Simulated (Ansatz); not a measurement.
One stationary structure of ZnSnN$_{2}$. Space group Pna2₁ (No. 33). Level of theory: PBE (plane waves to 420 eV, PAW, scalar-relativistic; Ansatz, an electronic-structure program).

```cif
data_N8Sn4Zn4
_chemical_formula_sum 'Zn4 Sn4 N8'
_space_group_name_H-M_alt 'P 1'
_space_group_IT_number 1
_cell_length_a 5.90561
_cell_length_b 6.80454
_cell_length_c 5.53725
_cell_angle_alpha 90.000
_cell_angle_beta 90.000
_cell_angle_gamma 90.000
loop_
_space_group_symop_operation_xyz
  'x, y, z'
loop_
_atom_site_label
_atom_site_type_symbol
_atom_site_fract_x
_atom_site_fract_y
_atom_site_fract_z
_atom_site_occupancy
Zn1 Zn 0.08297 0.62502 0.00144 1
Zn2 Zn 0.91703 0.37498 0.50144 1
Zn3 Zn 0.58297 0.87498 0.00144 1
Zn4 Zn 0.41703 0.12502 0.50144 1
Sn1 Sn 0.08738 0.12498 0.00183 1
Sn2 Sn 0.91262 0.87502 0.50183 1
Sn3 Sn 0.58738 0.37502 0.00183 1
Sn4 Sn 0.41262 0.62498 0.50183 1
N1 N 0.08249 0.12599 0.38078 1
N2 N 0.91751 0.87401 0.88078 1
N3 N 0.58249 0.37401 0.38078 1
N4 N 0.41751 0.62599 0.88078 1
N5 N 0.08027 0.62392 0.37595 1
N6 N 0.91973 0.37608 0.87595 1
N7 N 0.58027 0.87608 0.37595 1
N8 N 0.41973 0.12392 0.87595 1
```

- Volume per atom = 13.91 Å³
- Band gap = 0.11 eV, direct at Γ (no spin-orbit coupling)
- Shortest distances = N–Zn 2.07 Å; N–Sn 2.08 Å; N–N 3.37 Å; Sn–Zn 3.38 Å
- k-mesh = 5×4×5

Band energies at high-symmetry points (eV from the VBM; labels of this space group; no spin-orbit coupling), from −5 eV up to 5.1 eV:

```json
[
 {"point": "Γ", "energies": "-4.98 -4.83 -4.48 -4.17 -4.15 -3.77 -3.74 -3.71 -3.29 -3.16 -2.58 -2.13 -1.89 -1.78 -1.68 -1.48 -0.85 -0.84 -0.74 -0.08 -0.03 0.00 0.11 2.68 3.54 4.20 4.88 5.09"},
 {"point": "X", "energies": "-4.96 -4.96 -4.86 -4.86 -4.35 -4.35 -3.86 -3.86 -3.34 -3.34 -2.96 -2.96 -2.33 -2.33 -1.91 -1.91 -1.66 -1.66 -0.93 -0.93 -0.60 -0.60 -0.36 -0.36 2.44 2.44 3.69 3.69 4.25 4.25 4.99 4.99"},
 {"point": "S", "energies": "-4.97 -4.97 -4.91 -4.91 -4.57 -4.57 -4.03 -4.03 -3.84 -3.84 -3.52 -3.52 -3.40 -3.40 -2.44 -2.44 -2.35 -2.35 -1.25 -1.25 -1.18 -1.18 -0.80 -0.80 -0.78 -0.78 3.00 3.00 3.62 3.62 5.09 5.09"},
 {"point": "Y", "energies": "-4.94 -4.94 -4.77 -4.77 -4.30 -4.30 -3.95 -3.95 -3.13 -3.13 -2.73 -2.73 -2.60 -2.60 -2.32 -2.32 -2.00 -2.00 -1.46 -1.46 -0.55 -0.55 -0.39 -0.39 2.23 2.23 4.46 4.46 4.65 4.65"},
 {"point": "Z", "energies": "-4.88 -4.88 -4.67 -4.67 -4.45 -4.45 -3.40 -3.40 -3.04 -3.04 -3.00 -3.00 -2.12 -2.12 -1.82 -1.82 -1.37 -1.37 -1.16 -1.16 -0.45 -0.45 -0.43 -0.43 2.45 2.45 3.30 3.30 4.66 4.66 4.67 4.67"},
 {"point": "U", "energies": "-4.88 -4.88 -4.88 -4.88 -3.72 -3.72 -3.72 -3.72 -2.44 -2.44 -2.44 -2.44 -1.77 -1.77 -1.77 -1.77 -1.41 -1.41 -1.41 -1.41 -0.93 -0.93 -0.93 -0.93 3.08 3.08 3.08 3.08 3.98 3.98 3.98 3.98"},
 {"point": "R", "energies": "-4.54 -4.54 -4.42 -4.42 -4.00 -4.00 -3.89 -3.89 -2.51 -2.51 -2.36 -2.36 -2.06 -2.06 -1.99 -1.99 -1.83 -1.83 -1.47 -1.47 -1.28 -1.28 -1.10 -1.10 3.56 3.56 3.59 3.59 4.33 4.33 4.42 4.42"},
 {"point": "T", "energies": "-4.95 -4.95 -4.52 -4.52 -3.60 -3.60 -3.52 -3.52 -3.38 -3.38 -3.32 -3.32 -2.09 -2.09 -1.73 -1.73 -1.51 -1.51 -1.29 -1.29 -0.99 -0.99 -0.85 -0.85 3.20 3.20 3.97 3.97 4.56 4.56 5.10 5.10"}
]
```

No spin polarisation in the result.

The run could not lose the symmetry of its start.

The first start was generated by placing the elements on the sites of a structure type. Materials Project lists a structure of ZnSnN2 in the same space group, Pna2₁ (No. 33); the sites were not compared with it, nor with measured phases.
